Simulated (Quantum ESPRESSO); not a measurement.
CaMg2ZnO4, finding a planted mistake in a log

Simulated, not a measurement. The program is pw.x of Quantum ESPRESSO 7.5 (plane-wave density functional theory). The cell is made up: 8 atoms on a rocksalt lattice, with randomly drawn elements, strain and displacements, not relaxed. PseudoDojo standard norm-conserving files (v0.5 for PBE, v0.4.1 for LDA and PBEsol) set the functional; there is no spin polarisation, spin-orbit coupling or dispersion term, and the masses in the input are unused placeholders.

Intended input:

```
&control calculation='scf', pseudo_dir='./dojo.nc.sr.pbe.v0_5.standard.upf', outdir='./o', disk_io='medium', tprnfor=.true., tstress=.true. /
&system ibrav=0, nat=8, ntyp=4, nbnd=43, ecutwfc=84.00895049, nosym=.true., tot_charge=0,
 occupations='smearing', smearing='fd', degauss=0.0018374661
/
&electrons conv_thr=7.350e-09, electron_maxstep=60, /
ATOMIC_SPECIES
Ca 1.0 Ca.upf
Mg 1.0 Mg.upf
O 1.0 O.upf
Zn 1.0 Zn.upf
CELL_PARAMETERS angstrom
4.2999 -0.0029 -0.0734
-0.0029 4.2978 -0.0365
-0.0734 -0.0365 4.4181
ATOMIC_POSITIONS angstrom
Ca 0.0208 -0.0465 0.0205
Mg 0.003 2.072 2.1839
Mg 2.1833 -0.0462 2.1874
Zn 2.1084 2.1684 -0.0559
O 2.1627 0.0509 0.0801
O 2.1077 2.1022 2.1847
O 4.2703 -0.0239 2.1793
O 4.3227 2.112 -0.0684
K_POINTS automatic
4 4 4 1 1 1
```

The log is shortened where brackets say so; the opening notice, blank lines, dates and the lines on written files are dropped, and the path of the files is cut. It prints rydbergs, bohrs and kilobars, and counts compression as positive stress.

Log of the intended run:

```
     Program PWSCF v.7.5
     Parallel version (MPI & OpenMP), running on       1 processor cores
     Number of MPI processes:                 1
     Threads/MPI process:                     1
     [start-up lines left out]
     bravais-lattice index     =            0
     lattice parameter (alat)  =       8.1268  a.u.
     unit-cell volume          =     550.7858 (a.u.)^3
     number of atoms/cell      =            8
     number of atomic types    =            4
     number of electrons       =        74.00
     number of Kohn-Sham states=           43
     kinetic-energy cutoff     =      84.0090  Ry
     charge density cutoff     =     336.0358  Ry
     scf convergence threshold =      7.3E-09
     mixing beta               =       0.7000
     number of iterations used =            8  plain     mixing
     Exchange-correlation= PBE
                           (   1   4   3   4   0   0   0)
     [axes and pseudopotential details left out]
   Cartesian axes
     site n.     atom                  positions (alat units)
         1        Ca     tau(   1) = (   0.0048366  -0.0108126   0.0047669  )
         2        Mg     tau(   2) = (   0.0006976   0.4818014   0.5078214  )
         3        Mg     tau(   3) = (   0.5076819  -0.0107429   0.5086353  )
         4        Zn     tau(   4) = (   0.4902654   0.5042172  -0.0129984  )
         5        O      tau(   5) = (   0.5028918   0.0118358   0.0186256  )
         6        O      tau(   6) = (   0.4901027   0.4888238   0.5080075  )
         7        O      tau(   7) = (   0.9929712  -0.0055575   0.5067518  )
         8        O      tau(   8) = (   1.0051558   0.4911026  -0.0159050  )
     number of k points=    32  Fermi-Dirac smearing, width (Ry)=  0.0018
                       cart. coord. in units 2pi/alat
        k(    1) = (   0.1272342   0.1262253   0.1248302), wk =   0.0625000
        k(    2) = (   0.1313911   0.1282955   0.3682634), wk =   0.0625000
     [further k points left out]
     Dense  grid:    57329 G-vectors     FFT dimensions: (  48,  48,  50)
     Estimated max dynamical RAM per process >      78.15 MB
     Initial potential from superposition of free atoms
     starting charge      73.9933, renormalised to      74.0000
     Starting wfcs are   41 randomized atomic wfcs +    2 random wfcs
     total cpu time spent up to now is        4.8 secs
     per-process dynamical memory:    49.0 Mb
     Self-consistent Calculation
     iteration #  1     ecut=    84.01 Ry     beta= 0.70
     Davidson diagonalization with overlap
     ethr =  1.00E-02,  avg # of iterations =  6.2
     total cpu time spent up to now is       21.0 secs
     total energy              =    -865.19768509 Ry
     estimated scf accuracy    <       1.87919349 Ry
     iteration #  2     ecut=    84.01 Ry     beta= 0.70
     Davidson diagonalization with overlap
     ethr =  2.54E-03,  avg # of iterations =  3.7
     total cpu time spent up to now is       34.0 secs
     total energy              =    -865.62829848 Ry
     estimated scf accuracy    <       2.27338267 Ry
     [iterations 3 to 9 left out]
     iteration # 10     ecut=    84.01 Ry     beta= 0.70
     Davidson diagonalization with overlap
     ethr =  2.67E-10,  avg # of iterations =  2.1
     total cpu time spent up to now is      114.0 secs
     total energy              =    -866.07591411 Ry
     estimated scf accuracy    <       0.00000005 Ry
     iteration # 11     ecut=    84.01 Ry     beta= 0.70
     Davidson diagonalization with overlap
     ethr =  6.48E-11,  avg # of iterations =  3.0
     total cpu time spent up to now is      124.2 secs
     End of self-consistent calculation
     [lines on levels left out]
!    total energy              =    -866.07591411 Ry
     estimated scf accuracy    <          2.6E-09 Ry
     smearing contrib. (-TS)   =       0.00000000 Ry
     internal energy E=F+TS    =    -866.07591411 Ry
     The total energy is F=E-TS. E is the sum of the following terms:
     one-electron contribution =    -478.57646464 Ry
     hartree contribution      =     268.50473537 Ry
     xc contribution           =    -125.84013889 Ry
     ewald contribution        =    -530.16404595 Ry
     convergence has been achieved in  11 iterations
     Forces acting on atoms (cartesian axes, Ry/au):
     atom    1 type  1   force =    -0.00638775    0.00966242    0.00537090
     atom    2 type  2   force =    -0.00800473    0.00711793    0.00491416
     atom    3 type  2   force =    -0.01464846    0.00559727    0.00126274
     atom    4 type  4   force =     0.01304808   -0.00825321    0.00313598
     atom    5 type  3   force =     0.00680782   -0.01547399   -0.01337111
     atom    6 type  3   force =     0.00940667    0.00994480    0.00621504
     atom    7 type  3   force =     0.00571156   -0.01076367   -0.00794074
     atom    8 type  3   force =    -0.00593320    0.00216844    0.00041304
     Total force =     0.041711     Total SCF correction =     0.000062
     Computing stress (Cartesian axis) and pressure
          total   stress  (Ry/bohr**3)                   (kbar)     P=      129.18
   0.00099492  -0.00000143   0.00022978          146.36       -0.21       33.80
  -0.00000143   0.00099011   0.00011079           -0.21      145.65       16.30
   0.00022978   0.00011079   0.00064944           33.80       16.30       95.54
     init_run     :      4.53s CPU      4.77s WALL (       1 calls)
     electrons    :    109.09s CPU    119.40s WALL (       1 calls)
     forces       :      1.26s CPU      1.27s WALL (       1 calls)
     stress       :      4.66s CPU      4.69s WALL (       1 calls)
     [timing details left out]
     PWSCF        :   1m59.64s CPU   2m10.30s WALL
     JOB DONE.
```

A second run was made from an input with one planted mistake. Its log:

```
     Program PWSCF v.7.5
     Parallel version (MPI & OpenMP), running on       1 processor cores
     Number of MPI processes:                 1
     Threads/MPI process:                     1
     [start-up lines left out]
     bravais-lattice index     =            0
     lattice parameter (alat)  =       8.1268  a.u.
     unit-cell volume          =     550.7858 (a.u.)^3
     number of atoms/cell      =            8
     number of atomic types    =            4
     number of electrons       =        74.00
     number of Kohn-Sham states=           61
     kinetic-energy cutoff     =      84.0090  Ry
     charge density cutoff     =     336.0358  Ry
     scf convergence threshold =      7.3E-09
     mixing beta               =       0.7000
     number of iterations used =            8  plain     mixing
     Exchange-correlation= PBE
                           (   1   4   3   4   0   0   0)
     [axes and pseudopotential details left out]
   Cartesian axes
     site n.     atom                  positions (alat units)
         1        Ca     tau(   1) = (   0.0048366  -0.0108126   0.0047669  )
         2        Mg     tau(   2) = (   0.0006976   0.4818014   0.5078214  )
         3        Mg     tau(   3) = (   0.5076819  -0.0107429   0.5086353  )
         4        Zn     tau(   4) = (   0.4902654   0.5042172  -0.0129984  )
         5        O      tau(   5) = (   0.5028918   0.0118358   0.0186256  )
         6        O      tau(   6) = (   0.4901027   0.4888238   0.5080075  )
         7        O      tau(   7) = (   0.9929712  -0.0055575   0.5067518  )
         8        O      tau(   8) = (   1.0051558   0.4911026  -0.0159050  )
     number of k points=    32  Fermi-Dirac smearing, width (Ry)=  0.0257
                       cart. coord. in units 2pi/alat
        k(    1) = (   0.1272342   0.1262253   0.1248302), wk =   0.0625000
        k(    2) = (   0.1313911   0.1282955   0.3682634), wk =   0.0625000
     [further k points left out]
     Dense  grid:    57329 G-vectors     FFT dimensions: (  48,  48,  50)
     Estimated max dynamical RAM per process >      88.36 MB
     Initial potential from superposition of free atoms
     starting charge      73.9933, renormalised to      74.0000
     Starting wfcs are   41 randomized atomic wfcs +   20 random wfcs
     total cpu time spent up to now is        7.1 secs
     per-process dynamical memory:    51.1 Mb
     Self-consistent Calculation
     iteration #  1     ecut=    84.01 Ry     beta= 0.70
     Davidson diagonalization with overlap
     ethr =  1.00E-02,  avg # of iterations =  6.9
     total cpu time spent up to now is       27.7 secs
     total energy              =    -865.27791679 Ry
     estimated scf accuracy    <       1.79787572 Ry
     iteration #  2     ecut=    84.01 Ry     beta= 0.70
     Davidson diagonalization with overlap
     ethr =  2.43E-03,  avg # of iterations =  2.2
     total cpu time spent up to now is       40.5 secs
     total energy              =    -865.63911561 Ry
     estimated scf accuracy    <       2.11536580 Ry
     [iterations 3 to 8 left out]
     iteration #  9     ecut=    84.01 Ry     beta= 0.70
     Davidson diagonalization with overlap
     ethr =  3.90E-09,  avg # of iterations =  2.0
     total cpu time spent up to now is      135.8 secs
     total energy              =    -866.07620683 Ry
     estimated scf accuracy    <       0.00000004 Ry
     iteration # 10     ecut=    84.01 Ry     beta= 0.70
     Davidson diagonalization with overlap
     ethr =  5.36E-11,  avg # of iterations =  2.0
     total cpu time spent up to now is      150.7 secs
     End of self-consistent calculation
     [lines on levels left out]
!    total energy              =    -866.07620684 Ry
     estimated scf accuracy    <          2.3E-09 Ry
     smearing contrib. (-TS)   =      -0.00186262 Ry
     internal energy E=F+TS    =    -866.07434422 Ry
     The total energy is F=E-TS. E is the sum of the following terms:
     one-electron contribution =    -478.57463579 Ry
     hartree contribution      =     268.50321285 Ry
     xc contribution           =    -125.83887533 Ry
     ewald contribution        =    -530.16404595 Ry
     convergence has been achieved in  10 iterations
     Forces acting on atoms (cartesian axes, Ry/au):
     atom    1 type  1   force =    -0.00638934    0.00963328    0.00536516
     atom    2 type  2   force =    -0.00800090    0.00712759    0.00492000
     atom    3 type  2   force =    -0.01465383    0.00557338    0.00127711
     atom    4 type  4   force =     0.01307884   -0.00824357    0.00314633
     atom    5 type  3   force =     0.00679895   -0.01540640   -0.01335175
     atom    6 type  3   force =     0.00939956    0.00991812    0.00618179
     atom    7 type  3   force =     0.00571028   -0.01075353   -0.00794436
     atom    8 type  3   force =    -0.00594356    0.00215114    0.00040573
     Total force =     0.041666     Total SCF correction =     0.000295
     Computing stress (Cartesian axis) and pressure
          total   stress  (Ry/bohr**3)                   (kbar)     P=      129.94
   0.00100002  -0.00000141   0.00022916          147.11       -0.21       33.71
  -0.00000141   0.00099523   0.00011051           -0.21      146.40       16.26
   0.00022916   0.00011051   0.00065474           33.71       16.26       96.32
     init_run     :      4.90s CPU      6.98s WALL (       1 calls)
     electrons    :    127.17s CPU    143.79s WALL (       1 calls)
     forces       :      1.70s CPU      1.72s WALL (       1 calls)
     stress       :      5.97s CPU      6.02s WALL (       1 calls)
     [timing details left out]
     PWSCF        :   2m19.87s CPU   2m38.77s WALL
     JOB DONE.
```

Question: what was wrong in the second input?

Answer: the smearing is too wide. The input lines that differ, file-writing options aside:

```
- &system ibrav=0, nat=8, ntyp=4, nbnd=43, ecutwfc=84.00895049, nosym=.true., tot_charge=0,
+ &system ibrav=0, nat=8, ntyp=4, nbnd=61, ecutwfc=84.00895049, nosym=.true., tot_charge=0,
-  occupations='smearing', smearing='fd', degauss=0.0018374661
+  occupations='smearing', smearing='fd', degauss=0.0257245255
```

```
                                            intended run  run with the mistake
                          free energy (eV)    -11783.563            -11783.567
                    smearing term -TS (eV)        0.0000               -0.0253
                            pressure (GPa)         12.92                 12.99
            largest force component (eV/Å)         0.398                 0.396
largest change of a force component (eV/Å)                               0.002
                                iterations            11                    10
```

For scale, a rerun of the intended cell at 1437 eV and a 6 x 6 x 6 mesh moved values by no more than 0.002 eV in energy, 0.05 GPa in stress and 0.005 eV/Å in force. The number of bands, nbnd, was set by rule from the electron count and the smearing, so it follows the mistake.